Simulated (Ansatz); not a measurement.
HfCuSi:
```
HfCuSi
1.0
    6.41643     0.00000     0.00000
    0.00000     3.88070     0.00000
    0.00000     0.00000     7.21851
Hf Si Cu
4 4 4
Direct
  0.50974   0.25000   0.69262
  0.49026   0.75000   0.30738
  0.99026   0.75000   0.19262
  0.00974   0.25000   0.80738
  0.27959   0.25000   0.10140
  0.72041   0.75000   0.89860
  0.22041   0.75000   0.60140
  0.77959   0.25000   0.39860
  0.83083   0.75000   0.57672
  0.16917   0.25000   0.42328
  0.66917   0.25000   0.07672
  0.33083   0.75000   0.92328
```

Relaxed with r²SCAN. Special points in fractions of this cell's reciprocal vectors: Γ (0.000, 0.000, 0.000); X (0.500, 0.000, 0.000); S (0.500, 0.500, 0.000); Y (0.000, 0.500, 0.000); Z (0.000, 0.000, 0.500); U (0.500, 0.000, 0.500); R (0.500, 0.500, 0.500); T (0.000, 0.500, 0.500).

Q: List the band energies nearest the Fermi level at these points for DFT-r²SCAN in the program Ansatz with PAW potentials.

A: In eV from the Fermi level; about four levels below and three above (degenerate sets whole), none deeper than 8.9 eV; points with the same levels are listed once.

```csv
k,below,above
Γ,-1.48 -0.96 -0.73 -0.62,0.13 0.65 0.75
X,-0.50 -0.50 -0.44 -0.44,0.26 0.26 1.12 1.12
S,-0.29 -0.29 -0.29 -0.29,2.78 2.78 2.78 2.78
Y,-1.70 -1.70 -0.15 -0.15,0.54 0.54 1.73 1.73
Z,-1.10 -1.10 -0.47 -0.47,1.01 1.01 1.68 1.68
U,-0.73 -0.73 -0.63 -0.63,0.87 0.87 1.20 1.20
R,-0.45 -0.45 -0.45 -0.45,2.27 2.27 2.27 2.27
T,-1.75 -1.75 -1.20 -1.20,0.59 0.59 2.06 2.06
```

Space group Pnma. The workflow started from a Materials Project entry (that database holds measured and hypothetical structures alike); the Crystallography Open Database copy checked does not list it. Its standing as an ambient phase is unchecked. The cell was relaxed with r²SCAN under the symmetry of its start; whether a distortion lowers the energy is not shown. No spin polarisation was allowed. Spin–orbit coupling is left out wherever it is not named.

Potentials: the later of the program's two PAW sets.
